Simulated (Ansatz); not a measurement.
## RbCaBr$_{3}$ (Pm-3m), two-dimensional strain map

Theory: Ansatz 0.2.0, DFT LDA, scalar-relativistic, plane waves, PAW. Settings: plane waves to 420 eV, k-mesh 4×4×4 (Γ-centred), Gaussian smearing 0.05 eV. No spin polarisation. Energies are free energies at this smearing, counted from the undisturbed cell; pressure is positive in compression.

Zero of the scan (as given, not relaxed at this level; it stands at -2.4 GPa, and it needn't be the usual structure):

```yaml
crystal:
  lattice:
    - [5.73669, 0.00000, 0.00000]
    - [0.00000, 5.73669, 0.00000]
    - [0.00000, 0.00000, 5.73669]
  atoms:
    - { symbol: Rb, position: [0.50000, 0.50000, 0.50000] }
    - { symbol: Ca, position: [0.00000, 0.00000, 0.00000] }
    - { symbol: Br, position: [0.50000, 0.00000, 0.00000] }
    - { symbol: Br, position: [0.00000, 0.50000, 0.00000] }
    - { symbol: Br, position: [0.00000, 0.00000, 0.50000] }
```

The cell is strained by p along both x and y and by q along z, fractional coordinates fixed. Points are written (p, q).

Energy above the undisturbed cell in meV/atom (a dash: not computed):

```
 p \ q  -0.030  -0.015  0.000  0.015  0.030
-0.030       ?   -30.9  -24.8  -16.7      ?
-0.015   -26.6       –  -15.0      –    4.0
 0.000   -13.1       ?    0.0      –   20.4
 0.030    26.3       –   42.2      –   65.1
```

Task: Fill in the withheld energies.

Result: (-0.030, -0.030): -34.8; (-0.030, 0.030): -7.2; (0.000, -0.015): -7.7.

Symmetry holds off the tilts and polar distortions that many cubic perovskites undergo.